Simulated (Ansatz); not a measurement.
Relaxed InP (zinc blende):

```
InP
1.0
    0.00000     5.90701     5.90701
    2.95351     0.00000     2.95351
    2.95351     2.95351     0.00000
P In
2 2
Direct
  0.37500   0.75000   0.75000
  0.87500   0.75000   0.75000
  0.00000   0.00000   0.00000
  0.50000   0.00000   0.00000
```

The atoms are displaced by Q × the pattern below (from a DFPT mode at L = (0.5, 0.0, 0.0), largest move 1; Q in Å), at fixed cell. It is one choice among 2 degenerate patterns. (q is in reciprocal vectors of the primitive cell; the cell shown is doubled to hold the pattern.)

```
atom       x       y       z
----  ------  ------  ------
P1     0.285  -0.520   0.805
P2    -0.285   0.520  -0.805
In3    0.067  -0.122   0.189
In4   -0.067   0.122  -0.189
```

Calculation: r2SCAN (plane waves to 500 eV, PAW, scalar-relativistic; Ansatz, an electronic-structure program). k mesh 5×10×10 (Γ-centred), Fermi-Dirac smearing 0.05 eV. E stands for the smeared free energy. InP was relaxed with its symmetry unable to fall. ΔE is measured from the undisplaced structure.

```
Q (Å)    ΔE (meV/cell)
-------  -------------
-0.2800           1030
-0.2333            707
-0.1867       withheld
-0.1400            250
-0.0933            111
-0.0467             28
0.0000               0
0.0467              28
0.0933             111
0.1400             250
0.1867        withheld
0.2333             707
0.2800            1030
```

Fit an even polynomial form (powers 2, 4) to the given rows and predict ΔE at Q = -0.1867.

Least squares on the 11 given rows: ΔE = (12650)·Q² + (6227)·Q⁴, in meV/cell with Q in Å; root-mean-square residual 0.3 meV/cell. At -0.1867 the fit gives 449 meV/cell; the calculation gives 448 meV/cell, so the interpolation is off by 1 (+0.2 %). The quadratic term alone would give 441 meV/cell.

(A displaced cell: forces are minus the slopes of the energy, force constants its curvatures, and phonons follow from these.)
